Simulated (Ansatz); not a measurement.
Method: Ansatz 0.2.0, DFT PBE, scalar-relativistic, plane waves, PAW. Cutoff 420 eV, Γ-centred 6×6×6 mesh (8-atom cell), Gaussian smearing of 0.02 eV, no spin polarisation.

Formation energies are uncorrected and count from the elements' standard states at the same level.

**Question.** Find a candidate cubic semiconductor that holds Ga and 2 more elements, with a gap near 1.0 eV, a formation energy near −0.45 eV/atom and a density near 3.97 g/cm³, in a cell of 8 atoms.

**Answer.** Al3GaAs4, space group P-43m (No. 215). Al is surrounded by 4 As at 2.48 Å; around Ga lie 4 As at 2.49 Å; As is surrounded by 3 Al at 2.48 Å and 1 Ga at 2.49 Å.

```xyz
8
Lattice="5.7328 0.0000 0.0000 0.0000 5.7328 0.0000 0.0000 0.0000 5.7328" Properties=species:S:1:pos:R:3 pbc="T T T"
Al    0.0000    2.8664    2.8664
Al    2.8664    2.8664    0.0000
Al    2.8664    0.0000    2.8664
Ga    0.0000    0.0000    0.0000
As    4.2945    4.2945    1.4382
As    4.2945    1.4382    4.2945
As    1.4382    4.2945    4.2945
As    1.4382    1.4382    1.4382
```

| Property | Result |
| --- | --- |
| Volume per atom | 23.55 Å³ |
| Density | 3.97 g/cm³ |
| Formation energy | −0.451 eV/atom |
| Gap on the 6×6×6 mesh of the 8-atom cell | 1.03 eV |

The cell was found from a structure generator's guess, not taken from experiment. The answer needn't be unique; the calculation gave this one.

Kohn–Sham gaps at this level usually fall short of measured ones. The reference form of As is held partly by dispersion forces, which this level lacks. Symmetry constrained the relaxation, so the result can be a saddle point.
